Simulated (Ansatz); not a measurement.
**Sn (beta-Sn type, space group I4_1/amd), scan of one atom of the cell**

Relaxed Sn (beta-Sn type, space group I4_1/amd):

```
CELL_PARAMETERS angstrom
     -2.97355     2.97355     1.60610
      2.97355    -2.97355     1.60610
      2.97355     2.97355    -1.60610
ATOMIC_POSITIONS crystal
  Sn 0.75000 0.25000 0.50000
  Sn 0.00000 0.00000 0.00000
```

In this cell atom 2 (Sn, nearest neighbour Sn at 3.080 Å; its periodic images, 3.2 Å or more away, move with it) is moved by s towards the nearest neighbour, unit vector (-0.965, 0.000, -0.261); all other atoms and the cell stay fixed.

Method: PBE (plane waves to 420 eV, PAW, scalar-relativistic; Ansatz, a program for electronic structure). k mesh 13×13×13 (Γ-centred), Fermi-Dirac smearing 0.05 eV. E stands for the smeared free energy. Compression counts positive. With partly filled bands, energies and forces of such displacements shift with the k mesh and the smearing. F∥ is the force on the atom along that direction. F⊥ is the part of the force across the line. Sn was relaxed with its symmetry unable to fall. The PAW data are Ansatz's earlier set. ΔE is measured from the undisplaced structure.

```tsv
s (Å)	ΔE (meV/cell)	P (GPa)	|F⊥| (eV/Å)	F∥ (eV/Å)
-0.620	662	7.0	1.862	2.629
-0.496	388	4.3	1.162	1.819
-0.372	204	2.4	0.666	1.182
-0.248	88	1.0	0.333	0.712
-0.124	22	0.2	0.123	0.355
0.000	0	0.0	0.000	0.000
0.124	25	0.2	0.061	-0.415
0.248	108	1.1	0.076	-0.968
0.372	276	2.8	0.068	-1.799
0.496	572	5.3	0.054	-3.055
0.620	1057	9.1	0.021	-4.869
```

Key numbers:

| Quantity | Value |
|---|---|
| Energy at s = 0.620 Å | 1057 meV/cell |
| Force along the line at s = -0.620 Å | 2.63 eV/Å |
| Symmetry of the curve | not even: the positive side lies higher at ±0.620 Å |
| Shape of the curve | a single well with its minimum at or next to zero displacement |
| Force constant k = d²E/ds² at s = 0 (finite differences) | 3.01 eV/Å² |
| Harmonic estimate at the end of the scan | ½ks² = 578 meV/cell against the computed 1057 meV/cell, so the well is stiffer than harmonic there |

(A displaced cell: forces are minus the slopes of the energy, force constants its curvatures, and phonons follow from these.)
